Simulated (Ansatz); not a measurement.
NaCl$_{3}$:
```
NaCl3
1.0
    5.46057     0.00000     0.00000
    0.00000     5.46057     0.00000
    0.00000     0.00000     5.46057
Na Cl
2 6
Direct
  0.50000   0.50000   0.50000
  0.00000   0.00000   0.00000
  0.50000   0.00000   0.75000
  0.50000   0.00000   0.25000
  0.75000   0.50000   0.00000
  0.25000   0.50000   0.00000
  0.00000   0.75000   0.50000
  0.00000   0.25000   0.50000
```

Relaxed with r²SCAN.

**Question.** Map the valence electron density (e/Å³), cut off at 1 on the plane through (0.500, 0.500, 0.500) spanned by u = [1, 0, 0] and v = [0, 1, 0] in lattice vectors, from DFT-r²SCAN in the program Ansatz with PAW potentials.

**Answer.** x is the fraction of u, y of v (the angle between them is 90°; rows are the nearest grid lines); atoms in the plane: Na at (0.00, 0.00), Cl at (0.50, 0.25), Cl at (0.50, 0.75).
```
|@@@@-     ..::::..     -@@@@|
|@@@@:    ..::--::..    :@@@@|
|@@@+.    .:-=++=-:.    .+@@@|
|-:.    .:=#@@@@@@#=:.    .:-|
|       .-*@@@@@@@@*-.       |
|       .-#@@@::@@@#-.       |
|       .-#@@@  @@@#-.       |
|       .-*@@@##@@@*-.       |
|       .:=@@@@@@@@=:.       |
|....    ..-=*##*=-..    ....|
|::..     ..:-==-:..     ..::|
|::..      ..::::..      ..::|
|::..      ..::::..      ..::|
|::..     ..:-==-:..     ..::|
|....    ..-=*##*=-..    ....|
|       .:=@@@@@@@@=:.       |
|       .-*@@@##@@@*-.       |
|       .-#@@@  @@@#-.       |
|       .-#@@@::@@@#-.       |
|       .-*@@@@@@@@*-.       |
|-:.    .:=#@@@@@@#=:.    .:-|
|@@@+.    .:-=++=-:.    .+@@@|
|@@@@:    ..::--::..    :@@@@|
|@@@@-     ..::::..     -@@@@|
```
Scale: ten equal steps from 0.000 (start of ' ') to 1.00 (end of '@'), in the order ' .:-=+*#%@'; x runs from 0.000 to 1.00, y from 0.000 (bottom) to 1.00 (top).

The density is the valence pseudo-density with augmentation charge, so density and ELF within about 1 Å of a nucleus are not all-electron values.

Space group Pm-3n (A15 (Cr3Si type)). The first step of the workflow began from a Materials Project structure, measured or hypothetical; the Crystallography Open Database copy checked does not list it. Whether it is the stable phase at ambient conditions was not checked. The cell was relaxed with r²SCAN under the symmetry of its start. At this level the phase is dynamically unstable (imaginary phonons).

Potentials: the later of the program's two PAW sets.
